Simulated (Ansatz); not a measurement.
AlRu (CsCl type)

```
AlRu
1.0
    5.96504     0.00000     0.00000
    0.00000     2.98252     0.00000
    0.00000     0.00000     2.98252
Al Ru
2 2
Direct
  0.00000   0.00000   0.00000
  0.50000   0.00000   0.00000
  0.25000   0.50000   0.50000
  0.75000   0.50000   0.50000
```

In each cell atom 4 (Ru, nearest neighbour Al at 2.583 Å; its periodic images, 3.0 Å or more away, move with it) moves by s·(0.707, 0.707, 0.000) (along Cartesian [110]), the rest being held.

Method: r2SCAN (plane waves to 500 eV, PAW, scalar-relativistic; Ansatz, a program for electronic structure). k mesh 7×13×13 (Γ-centred), Fermi-Dirac smearing 0.05 eV. Energies are smeared free energies. With partly filled bands, energies and forces of such displacements shift with the k mesh and the smearing. AlRu is run without spin polarisation. AlRu was relaxed with its symmetry unable to fall. ΔE is measured from the undisplaced structure. The last digit holds for this mesh only.

```tsv
s (Å)	ΔE (meV/cell)
-0.520	1657.5
-0.416	1021.0
-0.312	withheld
-0.208	242.5
-0.104	59.9
0.000	0.0
0.104	59.9
0.208	242.5
0.312	withheld
0.416	1021.0
0.520	1657.5
```

Task: Fit an even polynomial form (powers 2, 4, 6) to the given rows and predict ΔE at s = 0.312.

Result: Least squares on the 9 given rows: ΔE = (5510)·s² + (2177)·s⁴ + (418.1)·s⁶, in meV/cell with s in Å; root-mean-square residual 0.09 meV/cell. At 0.312 the fit gives 557.4 meV/cell; the calculation gives 557.2 meV/cell, so the interpolation is off by 0.2 (+0.0 %). The quadratic term alone would give 536.4 meV/cell.

(For displaced atoms, the force is minus the slope of the energy, and its curvature is a force constant, which sets phonon frequencies.)
